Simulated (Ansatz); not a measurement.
Relaxed-ion elastic tensor of Ge (simple cubic, Pm-3m) in GPa (Voigt order), r²SCAN (plane waves, PAW; program Ansatz); density 6.29 g/cm³, 19.18 Å³ per atom.

```
 168  33.9  33.9   0.0   0.0   0.0
33.9   168  33.9   0.0   0.0   0.0
33.9  33.9   168   0.0   0.0   0.0
 0.0   0.0   0.0  17.8   0.0   0.0
 0.0   0.0   0.0   0.0  17.8   0.0
 0.0   0.0   0.0   0.0   0.0  17.8
```

Task: Is the crystal mechanically stable?

Result: Yes: the smallest eigenvalue of C is 17.8 GPa.

Task: Work out the Voigt, Reuss and Hill averages.

Result: K_V = 78.7, K_R = 78.7, K_H = 78.7; G_V = 37.5, G_R = 25.2, G_H = 31.3 GPa.

Task: Give Young's modulus, Poisson's ratio, Pugh's ratio and the universal anisotropy index.

Result: E = 9KG/(3K + G) = 83.0 GPa; ν = 0.32; K/G = 2.51 (ductile by the Pugh limit of 1.75); A_U = 5G_V/G_R + K_V/K_R − 6 = 2.45.

Task: Estimate the sound speeds and the Debye temperature.

Result: v_l = √((K + 4G/3)/ρ) = 4380 m/s, v_t = √(G/ρ) = 2230 m/s, mean 2500 m/s; Θ = (h/k)(3n/4πV)^(1/3) v_m = 278 K.

Task: Give the Zener ratio and Young's modulus along [100], [110] and [111].

Result: A = 2C44/(C11 − C12) = 0.26; 1/E = S11 − 2(S11 − S12 − S44/2)Γ with Γ = 0, 1/4, 1/3 gives 157, 59.8, 49.6 GPa.

Task: Solve the Christoffel equation for the three sound speeds along [100], [110], [111].

Result: Eigenvalues of C_ijkl n_j n_l equal ρv². In km/s, slowest first: [100] 1.68, 1.68, 5.17; [110] 1.68, 3.27, 4.35; [111] 2.84, 2.84, 4.03.

The cell is a constructed one: a structure type filled with these elements; neither database checked (COD, Materials Project) lists it. It is not the phase usual at ambient conditions (space group No. 227). Symmetry was held in the r²SCAN relaxation; its stability against distortions is not shown here. As this level gives no gap, shear constants depend on the k-mesh and smearing (Fermi–Dirac, 0.1 eV here).

Potentials: the later of the program's two PAW sets.
